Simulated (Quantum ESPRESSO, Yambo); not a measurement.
At a photon energy of 8.38 eV, RPA with local fields on PBEsol bands shifted by a G0W0 scissor of 1.82 eV (Quantum ESPRESSO and Yambo; 4×4×4 mesh, 117 bands, 3 Ry local-field block, 0.2 eV broadening) gives ε = 2.91 + 0.81i for CsLiWO₄ (space group I-4, No. 82), field along x. Axes are Cartesian, with cell vectors (Å) (-3.00, 3.00, 4.41), (3.00, -3.00, 4.41), (3.00, 3.00, -4.41).

Task: Work out n, κ, the normal-incidence reflectivity, the absorption coefficient and the penetration depth.

Result: 
|ε| = 3.02; n = √((|ε| + ε1)/2) = 1.72, κ = √((|ε| − ε1)/2) = 0.24. R = ((n − 1)² + κ²)/((n + 1)² + κ²) = 0.08. α = 2Eκ/(ħc) with ħc = 197.327 eV nm: 0.0200 per nm = 2.0 × 10⁵ per cm, a 1/e depth of 50 nm. The computed direct gap is 6.32 eV, and the energy scale of the real crystal may differ from it. Excitonic effects are left out, and values at one energy depend on mesh and broadening. The scissor comes from a G0W0 run whose convergence isn't established. Convergence of the RPA response with its 4×4×4 mesh was not tested.

Spin-orbit coupling is not included.

Geometry of the Materials Project entry, not relaxed at this level; primitive cell a = 6.117 Å, b = 6.117 Å, c = 6.117 Å, α = 121.29°, β = 121.29°, γ = 87.78°.

The structure is a Materials Project entry; no match was found in the copy of COD used, and its stability was not checked.
